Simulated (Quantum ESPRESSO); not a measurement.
# Different elements on one site among Ir Mg Mo W

All numbers below are calculated, not measured. They come from Quantum ESPRESSO 7.5, a public plane-wave density functional program. Each row is one single-point run on a made-up periodic cell of eight metal atoms, with elements, volume, strain and displacements drawn at random and not relaxed, so a cell may be unstable or far from any real phase. There is no spin polarisation or spin-orbit coupling.

Settings: PBE unless stated; PseudoDojo standard norm-conserving files; Fermi-Dirac width 0.25 eV, which means electrons at about 2900 K; cutoff 1197 eV; 8 x 4 x 4 k mesh shifted half a step off Gamma. E is the free energy of the whole cell (internal energy minus TS), so a -TS column is already part of it. Stress is positive in tension, and the pressure P is minus a third of its trace.

Checks: one run of this series was repeated at a higher cutoff and on a denser mesh, which moved values by no more than 0.005 eV, 0.06 GPa and 0.012 eV/Å, and a second program with other atomic files agreed on it to 2 % rms in force and 0.5 GPa in pressure. Known limits: heavy elements are run without spin-orbit coupling, which real alloys of them have; a spin test at this wide smearing found no moment, but such smearing suppresses magnetism that the real alloy may have.

The lattice is hexagonal close-packed, and the cell vectors in Å are (-2.906, -0.019, 0.020); (0.065, 5.032, -4.722); (0.000, -5.060, -4.751), a volume of 138.88 Å³. The elements on sites 1 to 8 are W W X Mo Mo Mg Ir Mg. The runs change X and keep the cell and the displaced positions. The column v is a rough volume for each atom of the pure element, close to PBE values, from general knowledge and not from these runs. Energies are left out, as each element's file has its own zero.

```
run   X  v (Å³)  -TS (eV)  force on X (eV/Å)  rms force (eV/Å)  P (GPa)
  1  In    27.5    -1.426              0.802             0.557    -3.60
  2  Ru    13.8    -1.749              1.050             0.712   -12.61
  3  Rh    14.1    -1.683              0.968             0.693   -12.07
  4  Ir    14.5         ?                  ?                 ?        ?
  5  Ta    18.3    -1.558              1.204             0.600    -7.31
```

## Worked fit

A straight line through the runs shown gives P = -20.7 + 0.643 v GPa with v in Å³, an error of 0.124 on the slope and a scatter of 1.37 GPa. At this fixed volume the pressure tends to rise with the size of X.

## Withheld run

Question: what pressure should run 4, with Ir, give?

The fit gives -11.38 ± 1.61 GPa. The calculation gave -12.87 GPa.
